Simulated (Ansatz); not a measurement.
Crystals of one structure type (rock salt) and one family of elements, relaxed and computed with the program Ansatz at the r²SCAN level (PAW).

| crystal | K_Hill (GPa) | G_Hill (GPa) |
|---|---|---|
| KI | 12.4 | 6.6 |
| KBr | 15.9 | ? |
| KCl | 19.2 | 10.4 |
| NaCl | 27.5 | 17.1 |
| LiCl | 34.8 | 23.9 |
| KF | 35.3 | 18.1 |
| NaF | 54.4 | 35.4 |

Task: Fit a straight line to ln G against ln K and predict the withheld value.

Result: Least squares on the 6 shown rows: ln G = 1.13 × ln K + (-0.963), with a scatter of 9 %. For KBr this gives 8.7. The run itself gave 8.7, within the scatter.

All cells were relaxed under the symmetry of their starts (and spin orders); stability against distortions was not tested throughout. Scalar-relativistic: spin–orbit coupling is off unless named, which matters more the heavier the elements.

Potentials: the later of the program's two PAW sets.
